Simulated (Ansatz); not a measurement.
# What a change of settings does: W (bcc type)

First run: DFT, LDA, PAW with Ansatz's default frozen-core files, scalar-relativistic (Ansatz 0.2.0).

Command: `ansatz run input.yaml --threads 2 --pin off --max-ram 4096MiB --backend cpu --events-out ev --progress --plain --runs-dir out` It took 3.3 s on 2 threads of Intel(R) Xeon(R) Platinum 8488C (Sapphire Rapids), on a shared host, peak memory 0.48 GiB.

```yaml
crystal:
  lattice:
    - [-1.5673368545, 1.5673368545, 1.5673368545]
    - [1.5673368545, -1.5673368545, 1.5673368545]
    - [3.134673709, 3.134673709, 0.0]
  atoms:
    - { symbol: W, position: [0.0, 0.0, 0.0] }
    - { symbol: W, position: [0.5, 0.5, 0.5] }
kpoints:
  mp_grid: { grid: [16, 16, 9] }
scf:
  occupations: { method: fermi_dirac, width: 0.05 }
hamiltonian:
  xc: lda
  pseudopotentials: { kind: paw }
output:
  forces: true
  stress: true
  eigenvalues: true
```

The base cell comes from a relaxation on PAW files under the same functional.

This run: bulk in the slab's orientation.

It converges in 6 SCF iterations at a pressure of 0.13 GPa, cutoff 420 eV.

The input is then changed:

```diff
   occupations: { method: fermi_dirac, width: 0.05 }
+  lower_state_search: full
 hamiltonian:
```

Q: Predict the outcome of the changed run.

A: It converges in 12 SCF iterations at a pressure of 0.13 GPa, cutoff 420 eV, free energy 0.0 meV/atom against the first run's.
